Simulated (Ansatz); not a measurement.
Data:

TaRu:
```
CELL_PARAMETERS angstrom
      0.00000     2.57348     2.57348
      2.57348     0.00000     2.57348
      2.57348     2.57348     0.00000
ATOMIC_POSITIONS crystal
  Ru 0.00000 0.00000 0.00000
  Ta 0.50000 0.50000 0.50000
```

This is the PBEsol-relaxed structure.

Q: All from DFT-PBEsol in the program Ansatz with PAW potentials, unless another level is named. Give the formation energy from the elements (no fitted shifts).

A: 0.39 eV/atom.

Q: Predict the density of states at the Fermi level.

A: 0.64 states/eV per atom (mean over ±0.08 eV).

Space group Fm-3m (rock salt). The start of the workflow was typed in or built on a structure type; neither database checked (COD, Materials Project) lists it. COD files the formula under space group No. 123, 221. Its standing as an ambient phase is unchecked. Symmetry was held in the PBEsol relaxation. At this level the phase is mechanically unstable. No spin polarisation was allowed. Its formation energy is positive at this level, so the cell may be metastable or incomplete. The references are the lowest solids computed at this level, not always the standard phases. Spin–orbit coupling is left out wherever it is not named.

Potentials: the earlier of the program's two PAW sets. The files were generated under PBE; for other functionals the program regenerates the frozen cores, and for LDA and PBEsol the local potential too.
